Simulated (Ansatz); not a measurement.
Born–Oppenheimer molecular dynamics of a 21-atom TiWO₅ cell at 13.80 Å³/atom, computed with Ansatz: Langevin thermostat at 3800 K, 250 steps of 2.0 fs, friction 0.03 1/fs. The run is short and the cell small, so it isn't an equilibrium average.

```yaml
crystal:
  lattice:
    - [6.835202, 0.216521, -0.041497]
    - [0.216521, 6.596443, -0.072536]
    - [-0.041497, -0.072536, 6.435209]
  atoms:
    - { symbol: Ti, position: [0.9972411965, 0.4149227237, 0.9189131542] }
    - { symbol: Ti, position: [0.6027871382, 0.8222145909, 0.8168832067] }
    - { symbol: Ti, position: [0.35576576, 0.5823406451, 0.4213450557] }
    - { symbol: O, position: [0.3064454181, 0.7985411187, 0.6993871728] }
    - { symbol: O, position: [0.6954081763, 0.2210032665, 0.8309427765] }
    - { symbol: O, position: [0.2378893333, 0.3709643662, 0.6970547683] }
    - { symbol: O, position: [0.2963009488, 0.8731625491, 0.3601334938] }
    - { symbol: O, position: [0.9791937739, 0.0836123321, 0.4763227846] }
    - { symbol: O, position: [0.0942270665, 0.1150517187, 0.8649359388] }
    - { symbol: O, position: [0.4763789036, 0.9827486071, 0.9829462038] }
    - { symbol: O, position: [0.5357914994, 0.5165661736, 0.9558218098] }
    - { symbol: O, position: [0.6411123526, 0.9013385611, 0.510712001] }
    - { symbol: O, position: [0.7836760308, 0.7802168493, 0.9988572691] }
    - { symbol: O, position: [0.4997942943, 0.450011905, 0.6017716874] }
    - { symbol: O, position: [0.1782379346, 0.3790547686, 0.229476221] }
    - { symbol: O, position: [0.9421386857, 0.681741665, 0.7959660783] }
    - { symbol: O, position: [0.8456846349, 0.6665810861, 0.3586059073] }
    - { symbol: O, position: [0.559439994, 0.3132500292, 0.2723773722] }
    - { symbol: W, position: [0.6916573699, 0.238471613, 0.5354579092] }
    - { symbol: W, position: [0.4609391605, 0.2760885106, 0.9412295856] }
    - { symbol: W, position: [0.2309824574, 0.0495944466, 0.5941865221] }
  symmetry: { detect: false }
basis:
  ecutwfc: 420
  xc_grid: 1
kpoints:
  mp_grid: { grid: [1, 1, 1], shift: [0.0, 0.0, 0.0] }
hamiltonian:
  xc: pbe
scf:
  occupations: { method: fermi_dirac, width: 0.3275 }
  lower_state_search: "off"
  convergence: { dr2_threshold: 1.0e-05 }
output:
  forces: true
  stress: true
md:
  timestep: 2.0
  n_steps: 250
  ensemble: nvt_langevin
  friction: 0.03
  temperature: 3800.0
  initial_velocities: maxwell_boltzmann
  seed: 94949
```

```bash
ansatz run input.yaml --threads 2 --pin off --max-ram 5120MiB --backend cpu --events-out ev --progress --plain --runs-dir out
```

Computed with DFT PBE, scalar-relativistic, plane waves, PAW in Ansatz.

5 frames, positions in Å (not wrapped into the cell) and forces in eV/Å:

```xyz
21
Lattice="6.835 0.217 -0.041 0.217 6.596 -0.073 -0.041 -0.073 6.435" Properties=species:S:1:pos:R:3:forces:R:3 pbc="T T T" time_fs=0.0 temperature_K=3619 free_energy_over_first_frame_eV=0.000
Ti    6.868    2.886    5.842    2.070   -0.340    0.550
Ti    4.264    5.495    5.172   -0.440   -2.900   -3.390
Ti    2.540    3.888    2.654   -3.380    1.280   -2.660
O     2.238    5.283    4.430    0.300   -0.840    1.070
O     4.767    1.548    5.302    5.820   -0.850   -1.110
O     1.677    2.448    4.449   -1.960   -0.820    1.720
O     2.199    5.798    2.242   -0.200   -0.230   -0.660
O     6.691    0.729    3.019   -0.750    2.000    1.100
O     0.633    0.717    5.554    0.580    0.860   -0.080
O     3.428    6.514    6.234   -1.070    2.200    2.060
O     3.734    3.454    6.091    0.050    4.500    0.600
O     4.556    6.047    3.195    0.380    1.880    1.680
O     5.484    5.244    6.339    3.290   -0.610    1.580
O     3.489    3.033    3.819    5.090    0.960    0.680
O     1.291    2.522    1.442    0.750    1.760   -1.800
O     6.554    4.643    5.034   -0.610   -2.130    0.680
O     5.910    4.554    2.224   -0.310   -0.320    0.470
O     3.880    2.168    1.707    1.250   -1.560   -0.130
W     4.757    1.684    3.400   -0.580   -3.780   -4.890
W     3.171    1.853    6.018   -7.300   -0.460    3.890
W     1.565    0.334    3.811   -2.990   -0.610   -1.360
21
Lattice="6.835 0.217 -0.041 0.217 6.596 -0.073 -0.041 -0.073 6.435" Properties=species:S:1:pos:R:3:forces:R:3 pbc="T T T" time_fs=124.0 temperature_K=3044 free_energy_over_first_frame_eV=-4.409
Ti    6.604    3.402    6.090    2.080    4.130   -0.680
Ti    4.170    6.001    5.875    2.660   -4.890   -0.890
Ti    2.362    3.809    3.134   -0.090    0.670    0.730
O     2.885    5.164    4.417    1.370    1.340    4.130
O     5.685    1.996    5.950   -4.690   -2.890   -2.150
O     1.668    2.915    4.984    1.700    0.200    0.700
O     2.506    5.260    2.283    1.690    0.930   -2.710
O     7.025    1.355    2.938   -2.270    4.400   -3.860
O     0.532    0.508    5.230    0.690   -0.960    3.210
O     3.671    7.501    6.761   -1.610   -1.470    0.150
O     3.465    3.586    7.139   -0.600    2.650    3.190
O     3.181    7.704    3.614    1.090   -0.970    0.290
O     5.336    4.817    7.021   -0.960    2.090   -1.840
O     4.377    3.159    4.220   -0.940   -1.510   -0.670
O     0.793    2.834    0.958    2.180   -0.110    2.750
O     6.381    5.185    5.274   -1.850    0.480   -0.140
O     7.437    5.168    2.975   -1.840   -0.320    2.150
O     5.112    1.914    1.746   -1.200    0.720    0.290
W     5.196    1.452    3.334   -3.780    2.230    2.720
W     3.362    2.464    5.952   -1.230   -0.970   -7.640
W     1.104   -0.055    3.756    7.610   -5.740    0.260
21
Lattice="6.835 0.217 -0.041 0.217 6.596 -0.073 -0.041 -0.073 6.435" Properties=species:S:1:pos:R:3:forces:R:3 pbc="T T T" time_fs=250.0 temperature_K=3403 free_energy_over_first_frame_eV=-7.782
Ti    6.435    3.659    6.166    4.740   -5.690    4.600
Ti    4.355    5.427    7.085    0.440   -0.130   -0.060
Ti    2.463    3.960    2.344   -3.430   -1.640    0.150
O     3.390    5.242    4.161   -4.440    1.580    1.150
O     5.516    1.979    5.267   -1.970    1.030   -0.410
O     2.094    1.900    4.287   -3.780   -1.530    0.440
O     3.251    5.496    1.956   -0.620    3.020   -0.930
O     6.821    0.940    2.925    2.730   -0.950    0.500
O     0.685   -0.619    5.150   -1.530   -0.190    2.240
O     3.311    7.198    5.999   -0.330   -0.600    0.480
O     2.965    3.760    6.584    1.410   -2.840   -1.210
O     4.230    6.983    3.501   -0.060    0.510    3.210
O     5.430    3.610    7.968   -0.350    1.220   -1.760
O     3.666    3.156    3.499    3.600   -3.240    0.880
O     0.894    4.292    0.786    0.060   -0.380   -0.070
O     5.365    4.657    5.640   -4.510    6.210   -3.180
O     7.824    4.135    3.209    0.780    0.990   -0.070
O     4.535    1.178    1.569    0.760    0.040   -2.320
W     5.164    1.604    3.193   -0.220    2.810   -3.250
W     3.388    2.274    5.483    3.470    1.890    0.490
W     1.726   -0.022    4.020    3.260   -2.120   -0.890
21
Lattice="6.835 0.217 -0.041 0.217 6.596 -0.073 -0.041 -0.073 6.435" Properties=species:S:1:pos:R:3:forces:R:3 pbc="T T T" time_fs=376.0 temperature_K=3450 free_energy_over_first_frame_eV=-8.382
Ti    6.324    3.846    6.852   -2.040   -2.050    2.260
Ti    4.265    5.732    6.974    1.020   -4.810    3.210
Ti    2.290    4.014    2.237    0.970    0.980    4.020
O     2.100    4.495    4.368    1.500    0.690   -0.480
O     5.510    2.605    4.808   -2.490   -2.570    0.540
O     2.127    1.606    4.311    2.810    0.870    1.790
O     2.599    5.726    1.888    1.360    0.360    0.090
O     6.961    1.099    3.208   -2.410   -0.480   -1.170
O     0.808    0.124    5.778    0.560   -2.260   -3.600
O     3.382    6.966    6.420   -4.680    3.900   -5.410
O     3.370    3.632    6.026    0.260   -3.080    0.960
O     4.331    6.936    3.883    1.040   -1.120   -0.310
O     5.585    4.297    8.672   -0.010    0.160   -4.520
O     3.687    2.956    2.654    2.060   -2.880   -0.240
O     1.049    3.382    1.271    0.060   -2.070   -2.450
O     5.440    4.881    5.806    0.060    2.950   -0.390
O     7.291    5.045    3.279    0.610    0.850   -0.410
O     4.846    0.868    1.109    3.650    2.380    3.920
W     5.113    1.407    2.949    1.220    2.420   -0.930
W     3.728    1.909    5.397   -1.520    3.740   -0.450
W     1.468   -0.333    4.119   -4.020    2.010    3.550
21
Lattice="6.835 0.217 -0.041 0.217 6.596 -0.073 -0.041 -0.073 6.435" Properties=species:S:1:pos:R:3:forces:R:3 pbc="T T T" time_fs=500.0 temperature_K=3984 free_energy_over_first_frame_eV=-8.386
Ti    6.741    3.508    5.961    2.030    0.000    2.490
Ti    4.349    5.698    7.229   -1.070   -4.080   -0.590
Ti    2.304    3.614    2.491   -3.000    3.390   -0.170
O     2.053    4.488    4.319   -0.450   -1.080   -2.310
O     5.427    2.341    5.190    1.450   -0.890   -1.460
O     2.355    1.473    4.167   -2.120    0.600    1.610
O     3.220    5.233    2.270    0.280    0.350   -2.160
O     6.820    2.854    2.530   -2.260   -2.670    1.600
O     0.868   -0.489    6.051   -0.060    2.200    2.520
O     3.543    6.525    5.599    1.130   -2.030    1.800
O     3.085    3.368    5.868   -0.010    0.450    0.230
O     4.789    7.011    3.512    1.400   -0.750    0.580
O     4.837    3.702    7.307    0.380   -0.910    1.300
O     3.623    2.608    3.065    2.230    2.200   -0.400
O     1.459    3.315    0.797   -1.400   -0.590    0.650
O     6.220    4.965    6.477   -1.130    3.870   -0.270
O     7.186    6.327    3.598   -4.570    0.860   -4.540
O     4.064    0.983    1.154    2.210    3.440    0.160
W     5.174    1.782    2.692    2.350    1.810   -2.380
W     3.713    1.850    5.514    0.120   -1.840   -0.440
W     1.549   -0.186    4.518    2.480   -4.320    1.780
```

Over the second half the temperature averages 3945 K and the pressure (kinetic part included, positive in compression) 9.6 GPa. Mean square displacements at the end: O 1.92 Å², Ti 1.54 Å², W 0.64 Å² (from the start of this run, the atoms' common shift taken off).

One k point is coarse for so small a cell, so forces and above all the pressure are rough.

The run took 6.1 min on 2 threads of Arm Neoverse V1 (shared host), peak memory 0.43 GiB.